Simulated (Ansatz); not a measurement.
Na2S (anti-fluorite, space group No. 225), plane-wave PAW PBE (Ansatz code). The conduction-band minimum lies at Γ, with 1 equivalent valley. Second derivatives d²E/dk² of the lowest band at one valley (eV·Å²), along Cartesian directions:

```
direction  d²E/dk²
---------  -------
[100]        26.45
[010]        26.45
[001]        26.45
[110]        26.45
[101]        26.45
[011]        26.45
```

Problem. Find the principal effective masses, the density-of-states mass and the conductivity mass.

Solution. Off-diagonal terms follow from H_xy = H[110] − (H_xx + H_yy)/2, and m*/mₑ = 7.620 eV·Å² over each eigenvalue: 0.29, 0.29, 0.29. One valley's DOS mass (m₁m₂m₃)^(1/3) = 0.29, conductivity mass 3/(Σ 1/mᵢ) = 0.29 mₑ.

Problem. What effective density of states Nc follows at 300 K for parabolic valleys?

Solution. Nc = 2.509e19 × 1 × (0.29)^(3/2) ≈ 3.9e18 cm⁻³.

Space group Fm-3m (anti-fluorite). Symmetry was held in the PBE relaxation.

Potentials: the later of the program's two PAW sets.

Edges and masses are those of Kohn–Sham bands, whose gap is no quasiparticle gap.
